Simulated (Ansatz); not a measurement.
Relaxed-ion elastic tensor of Co₃Mo in space group P6_3/mmc (No. 194; Co on 6h, Mo on 2c) in GPa (Voigt order), the program Ansatz at the PBEsol level (PAW); density 10.22 g/cm³, 11.08 Å³ per atom.

```
504  197  175  0.0  0.0  0.0
197  504  175  0.0  0.0  0.0
175  175  547  0.0  0.0  0.0
0.0  0.0  0.0  129  0.0  0.0
0.0  0.0  0.0  0.0  129  0.0
0.0  0.0  0.0  0.0  0.0  153
```

Task: Is the crystal mechanically stable?

Result: Yes: the smallest eigenvalue of C is 129 GPa.

Task: Work out the Voigt, Reuss and Hill averages.

Result: K_V = 294, K_R = 294, K_H = 294; G_V = 149, G_R = 147, G_H = 148 GPa.

Task: Give Young's modulus, Poisson's ratio, Pugh's ratio and the universal anisotropy index.

Result: E = 9KG/(3K + G) = 380 GPa; ν = 0.28; K/G = 1.99 (ductile by the Pugh limit of 1.75); A_U = 5G_V/G_R + K_V/K_R − 6 = 0.09.

Task: Estimate the sound speeds and the Debye temperature.

Result: v_l = √((K + 4G/3)/ρ) = 6930 m/s, v_t = √(G/ρ) = 3810 m/s, mean 4240 m/s; Θ = (h/k)(3n/4πV)^(1/3) v_m = 567 K.

The workflow started from a Materials Project entry (that database holds measured and hypothetical structures alike); the Crystallography Open Database files this formula in space group No. 194, but the cells were not matched. Whether it is the stable phase at ambient conditions was not checked. The cell was relaxed with PBEsol under the symmetry of its start, as lowered by the spin order; whether a distortion lowers the energy is not shown. Spin order of the final state: ferrimagnetic, the only order run, not a proven ground state. As this level gives no gap, shear constants depend on the k-mesh and smearing (Fermi–Dirac, 0.1 eV here).

Potentials: the later of the program's two PAW sets.
